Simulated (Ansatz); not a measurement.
AgI:
```xyz
2
Lattice="0.0000 2.9926 2.9926 2.9926 0.0000 2.9926 2.9926 2.9926 0.0000" Properties=species:S:1:pos:R:3 pbc="T T T"
Ag     0.0000     0.0000     0.0000
I      2.9926     2.9926     2.9926
```

The program Ansatz at the PBEsol level (PAW) gives a gap of 0.38 eV without spin–orbit coupling, maximum at L, minimum at X.

Question: What happens when spin–orbit coupling is switched on?

Answer: The gap drops by 0.24 eV, to 0.14 eV; maximum at L, minimum at X.

Question: Give the electron effective mass with spin–orbit coupling.

Answer: 0.21, 0.21, 0.45 mₑ (principal values).

Question: Give the hole effective mass with spin–orbit coupling.

Answer: 0.24, 0.24, 0.92 mₑ (principal values).

Space group Fm-3m (rock salt). This is a known high-pressure phase of the composition, computed here at zero pressure and temperature. The cell was relaxed with PBEsol under the symmetry of its start; whether a distortion lowers the energy is not shown. No spin polarisation was allowed.

Potentials: the later of the program's two PAW sets.
